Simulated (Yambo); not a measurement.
Yambo run on SiC (4H, space group P6_3mc, No. 186). The wavefunctions are PBEsol (Quantum ESPRESSO, PseudoDojo norm-conserving, 82 Ry, scalar-relativistic) ones on a 6×6×2 mesh (16 occupied bands); a = b = 3.076 Å, c = 10.071 Å, α = β = 90.00°, γ = 120.00°.

Yambo input:

```
rim_cut
gw0
dyson
el_el_corr
HF_and_locXC
cohsex
em1s
RandQpts= 1000000
RandGvec= 1 Ry
EXXRLvcs= 82 Ry
VXCRLvcs= 328 Ry
Chimod= "HARTREE"
% BndsRnXs
 1 | 189 |
%
NGsBlkXs= 10 Ry
% LongDrXs
 1.0 | 1.0 | 1.0 |
%
ExtendOut
% QPkrange
 1 | 1 | 16 | 16 |
 7 | 7 | 16 | 17 |
%
```

k points by index: 1 = Γ, 7 = M.

Resulting energies as the program prints them:

```
#    K-point    Band    Eo [eV]    E [eV]    E-Eo [eV]    Vxc [eV]    Vnlxc [eV]    Sc|Eo [eV]    Re(Z)    Im(Z)
#
    1    16    0.000000    -3.091476    -3.091476    -14.84495    -17.45606    -0.480371    1.000000    0.000000
    7    16    -1.130962    -4.292717    -3.161755    -14.39835    -17.47039    -0.089712    1.000000    0.000000
    7    17    2.114355    0.729725    -1.384630    -11.02307    -6.700064    -5.707640    1.000000    0.000000
```
(The two width columns are left out.) Convergence of these settings isn't established.

Geometry of the Materials Project entry, not relaxed at this level.
